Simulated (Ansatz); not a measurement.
Input, command and steps of an Ansatz relaxation.

```yaml
crystal:
  lattice:
    - [4.128432463, 0.0, 0.0]
    - [-2.0642162315, 3.5753273907, 0.0]
    - [0.0, 0.0, 6.55145542]
  atoms:
    - { symbol: Mn, position: [1.0, 1.0, 1.0], spin: 4.31 }
    - { symbol: Br, position: [0.3333333333, 0.6666666667, 0.2235630779] }
    - { symbol: Br, position: [0.6666666667, 0.3333333333, 0.7764369221] }
    - { symbol: Na, position: [0.0, 0.0, 0.5] }
basis:
  ecutwfc: 500
kpoints:
  mp_grid: { grid: [12, 12, 6] }
hamiltonian:
  xc: r2scan
scf:
  occupations: { method: gaussian, width: 0.1 }
output:
  forces: true
  stress: true
  eigenvalues: true
  populations: true
magnetization:
  spin_polarized: true
relax:
  adjacent_minimum: "off"
  f_tol: 0.025
  max_steps: 70
  cell: { stress_tol: 0.12 }
```

```bash
ansatz run input.yaml --threads 2 --pin off --max-ram 5120MiB --backend cpu --events-out ev --progress --plain --runs-dir out
```

Computed with DFT r2SCAN, scalar-relativistic, plane waves, PAW (Ansatz).

Of 3 frames 3 are shown, positions in Å and forces in eV/Å; the SCF threshold varies from step to step. Steps run on the plane waves of an earlier cell, with a Pulay correction in the pressure. The basis is chosen afresh for the last frame, the zero of the energies, and can be on the way; energy and pressure step there, also at an unchanged geometry.

```xyz
4
Lattice="4.1284 0.0000 0.0000 -2.0642 3.5753 0.0000 0.0000 0.0000 6.5515" Properties=species:S:1:pos:R:3:forces:R:3 pbc="T T T" step=1 free_energy_over_end_meV_per_atom=0.03 pressure_GPa=-0.10
Mn    2.0642    3.5753    6.5515    0.0000    0.0000    0.0000
Br    0.0000    2.3836    1.4647    0.0000    0.0000   -0.0040
Br    2.0642    1.1918    5.0868    0.0000    0.0000    0.0040
Na    0.0000    0.0000    3.2757    0.0000    0.0000    0.0000
4
Lattice="4.1270 0.0000 0.0000 -2.0635 3.5741 0.0000 0.0000 0.0000 6.5404" Properties=species:S:1:pos:R:3:forces:R:3 pbc="T T T" step=2 free_energy_over_end_meV_per_atom=-0.02 pressure_GPa=-0.03
Mn    2.0635    3.5741    6.5404    0.0000    0.0000    0.0000
Br    0.0000    2.3827    1.4612    0.0000    0.0000    0.0050
Br    2.0635    1.1914    5.0792    0.0000    0.0000   -0.0050
Na    0.0000    0.0000    3.2702    0.0000    0.0000    0.0000
4
Lattice="4.1270 0.0000 0.0000 -2.0635 3.5741 0.0000 0.0000 0.0000 6.5404" Properties=species:S:1:pos:R:3:forces:R:3 pbc="T T T" step=3 free_energy_over_end_meV_per_atom=0.00 pressure_GPa=-0.03
Mn    2.0635    3.5741    6.5404    0.0000    0.0000    0.0000
Br    0.0000    2.3827    1.4612    0.0000    0.0000    0.0050
Br    2.0635    1.1914    5.0792    0.0000    0.0000   -0.0050
Na    0.0000    0.0000    3.2702    0.0000    0.0000    0.0000
```

The run took 60 s on 2 threads of INTEL(R) XEON(R) PLATINUM 8581C CPU @ 2.30GHz (Emerald Rapids) (shared host), peak memory 1 GiB.

The state reached may not be the lowest one. The cell holds one magnetic atom, so it can only be ferromagnetic; an antiferromagnetic order may lie lower.